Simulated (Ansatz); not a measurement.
Values for one crystal, relaxed and computed with r²SCAN in the plane-wave PAW code Ansatz; other levels are named.

```yaml
volume_per_atom: 11.90 Å³
electronic_character: metallic (no gap)
Pressure derivative B′: 4.5
Formation energy from the elements (no fitted shifts): -0.48 eV/atom
Bulk modulus (Birch–Murnaghan fit): 178 GPa
Density of states at the Fermi level: 0.28 states/eV per atom (mean over ±0.08 eV)
```

**Question.** Pick the material that matches.
A. SiNi2, Pnma (Ni on 4c, Ni on 4c, Si on 4c)
B. LaSi2Ni2, I4/mmm (La on 2a, Si on 4e, Ni on 4d)
C. SiNi, Pnma (Ni on 4c, Si on 4c)
D. LaCoSi3, I4mm (La on 2a, Co on 2a, Si on 2a, Si on 4b)

**Answer.** C, SiNi, Pnma (Ni on 4c, Si on 4c)

The r²SCAN relaxation kept the symmetry of its start. The workflow began spin-polarised and lost its moments. The references are the lowest solids computed at this level, not always the standard phases.

Potentials: the later of the program's two PAW sets.
